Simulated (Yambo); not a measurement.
Yambo run on Be3N2 (space group P6_3/mmc, No. 194). The wavefunctions are PBEsol (Quantum ESPRESSO, PseudoDojo norm-conserving, 88 Ry, without SOC) ones on a 6×6×2 mesh (22 occupied bands); a = 2.8417 Å, b = 2.8417 Å, c = 9.7468 Å, α = 90.00°, β = 90.00°, γ = 120.00°.

Yambo input:

```
rim_cut
gw0
dyson
el_el_corr
HF_and_locXC
ppa
em1d
RandQpts= 1000000
RandGvec= 1 Ry
EXXRLvcs= 88 Ry
VXCRLvcs= 352 Ry
Chimod= "HARTREE"
% BndsRnXp
 7 | 135 |
%
NGsBlkXp= 8 Ry
% LongDrXp
 1.0 | 1.0 | 1.0 |
%
PPAPntXp= 27.2114 eV
% GbndRnge
 1 | 89 |
%
GTermKind= "BG"
DysSolver= "n"
ExtendOut
% QPkrange
 1 | 1 | 22 | 22 |
 7 | 7 | 22 | 23 |
%
```

k points by index: 1 = Γ, 7 = M.

Resulting energies as the program prints them:

```
#    K-point    Band    Eo [eV]    E [eV]    E-Eo [eV]    Vxc [eV]    Vnlxc [eV]    Sc|Eo [eV]    Sc|E [eV]    dSc/dw|Eo [eV]    Re(Z)    Im(Z)
#
    1    22    0.000000    -0.739829    -0.739829    -17.57210    -21.51673    3.032287    3.204807    -6.344680    0.810922    -0.001005
    7    22    -1.397574    -2.243309    -0.845735    -16.78647    -21.16357    3.329398    3.531363    -6.496842    0.807258    -0.001821
    7    23    3.247930    4.025179    0.777249    -11.36364    -6.649458    -3.794122    -3.936937    -4.999458    0.844789    -0.858001E-3
```
(The two width columns are left out.) Convergence of these settings isn't established.

Geometry of the Materials Project entry, not relaxed at this level.

The structure is a Materials Project entry; no match was found in the copy of COD used, and its stability was not checked.
